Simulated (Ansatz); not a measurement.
A relaxed cell of ZnSe₃ is given with its symmetry left out. The cell was found from a structure generator's guess, not taken from experiment.

Level of theory: Ansatz 0.2.0, DFT PBE, scalar-relativistic, plane waves, PAW. Cutoff 420 eV, Γ-centred mesh, Gaussian smearing, no spin polarisation.

```
CELL_PARAMETERS angstrom
-2.75930 2.75930 2.75930
2.75930 -2.75930 2.75930
2.75930 2.75930 -2.75930
ATOMIC_POSITIONS crystal
Zn 0.00000 0.00000 0.00000
Se 0.00000 0.50000 0.50000
Se 0.50000 0.00000 0.50000
Se 0.50000 0.50000 0.00000
```

The zero of energy is the elements' standard structures at the same level; no fitted shifts are applied.

Question: Find its symmetry and describe it.

Answer: Im-3m (No. 229). Conventional cell: a = 5.519 Å. Zn is surrounded by 6 Se at 2.76 Å; Se is surrounded by 2 Zn at 2.76 Å and 4 Se at 2.76 Å.

Question: How far does it lie from the elements in energy?

Answer: −0.11 eV/atom. It lies below the elements, which doesn't yet make it stable against other compounds or structures.

Question: Is it a metal?

Answer: Yes, bands cross the Fermi level on the 12×12×12 mesh.

The last run used a 12×12×12 mesh for its 4-atom cell and Gaussian smearing of 0.10 eV. The end has I4/mmm (No. 139) at a tolerance of 0.01 Å; the cell shown is made exact in the group found at 0.05 Å. The reference form of Se is held partly by dispersion forces, which this level lacks. Symmetry constrained the relaxation, so the result can be a saddle point.
